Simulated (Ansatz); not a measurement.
The cell below belongs to a search over invented structures; it isn't taken from experiment.

Input and command of a plane-wave DFT calculation in Ansatz:

```yaml
crystal:
  lattice:
    - [5.6708909665, 0.0, 0.0]
    - [-2.8354454832, 4.9111356391, 0.0]
    - [0.0, 0.0, 6.3510428321]
  atoms:
    - { symbol: K, position: [0.3333333333, 0.6666666667, 0.0] }
    - { symbol: K, position: [0.6666666667, 0.3333333333, 0.0] }
    - { symbol: In, position: [0.0, 0.0, 0.2692610481] }
    - { symbol: In, position: [0.0, 0.0, 0.7307389519] }
    - { symbol: Ag, position: [0.5, 0.0, 0.5] }
    - { symbol: Ag, position: [0.0, 0.5, 0.5] }
    - { symbol: Ag, position: [0.5, 0.5, 0.5] }
basis:
  ecutwfc: 420
kpoints:
  mp_grid: { grid: [6, 6, 6] }
hamiltonian:
  xc: pbe
scf:
  occupations: { method: gaussian, width: 0.1 }
output:
  forces: true
  stress: true
  eigenvalues: true
relax:
  adjacent_minimum: "off"
  f_tol: 0.01
  max_steps: 30
  cell: { stress_tol: 0.1, fix: [volume] }
```

```bash
ansatz run input.yaml --threads 1 --pin off --max-ram 2560MiB --backend cpu --events-out ev --progress --plain --runs-dir out
```

Processor: Arm Neoverse V1, 1 thread, on a host shared with other jobs.

Q: Estimate time, memory and problem size.

A: About 73 s, peak memory 0.56 GiB. It solves 61 bands at 28 k points (after reduction by symmetry) with about 3489 plane waves, in 25 SCF iterations over 4 ionic steps.
